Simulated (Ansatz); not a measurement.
Data:

CuI:
```cif
data_CuI
_chemical_formula_sum 'I1 Cu1'
_space_group_name_H-M_alt 'P 1'
_space_group_IT_number 1
_cell_length_a 4.14507
_cell_length_b 4.14507
_cell_length_c 4.14507
_cell_angle_alpha 60.000
_cell_angle_beta 60.000
_cell_angle_gamma 60.000
loop_
_space_group_symop_operation_xyz
  'x, y, z'
loop_
_atom_site_label
_atom_site_type_symbol
_atom_site_fract_x
_atom_site_fract_y
_atom_site_fract_z
_atom_site_occupancy
I1 I 0.75000 0.75000 0.75000 1
Cu1 Cu 0.00000 0.00000 0.00000 1
```

This is the LDA-relaxed structure.

Task: All from plane-wave PAW LDA (Ansatz code), unless another level is named. Give the formation energy from the elements (no fitted shifts).

Result: -0.11 eV/atom.

Task: Next, the hole effective mass, band 1 of 3 at the edge?

Result: 0.59 along [100], 2.8 along [110], 1.2 along [111] (mₑ).

Task: Next, the weight of the valence-edge state by species (Voronoi cells)?

Result: Cu 57 %, I 43 %.

Task: And the valence-band maximum?

Result: at Γ.

Task: And the weight of the conduction-edge state by species (Voronoi cells)?

Result: Cu 63 %, I 37 %.

Space group F-43m (zinc blende). Symmetry was held in the LDA relaxation; phonons on a q-mesh show no instability. The run is not spin-polarised. The volume moved by -17 % from the start of the relaxation. The references are the lowest solids computed at this level, not always the standard phases. Spin–orbit coupling is left out wherever it is not named.

Potentials: the later of the program's two PAW sets.

Edges and masses are those of Kohn–Sham bands, whose gap is no quasiparticle gap.
